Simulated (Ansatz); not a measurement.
Os (hcp (Mg type)), relaxed and computed with several functionals in Ansatz (plane waves, PAW).

| functional | a (Å) | c (Å) | V (Å³/atom) |
|---|---|---|---|
| LDA | 2.716 | 4.290 | 13.70 |
| r²SCAN | 2.738 | 4.319 | 14.02 |
| PBE | 2.754 | 4.347 | 14.28 |
| r²SCAN+D4 | 2.734 | 4.312 | 13.96 |
| PBEsol | 2.729 | 4.310 | 13.89 |
| PBE+D3(BJ) | [?] | [?] | [?] |

Question: Fill in the missing entries.

Answer: 
- PBE+D3(BJ), a (Å): 2.736
- PBE+D3(BJ), c (Å): 4.323
- PBE+D3(BJ), V (Å³/atom): 14.01

All cells were relaxed under the symmetry of their starts (and spin orders); stability against distortions was not tested throughout. Named crystals with no word on spin ran without spin polarisation. Spin–orbit coupling is left out wherever it is not named.

Potentials: the earlier of the program's two PAW sets. The files were generated under PBE; for other functionals the program regenerates the frozen cores, and for LDA and PBEsol the local potential too.

Ansatz (a first-principles code) is a plane-wave DFT program.
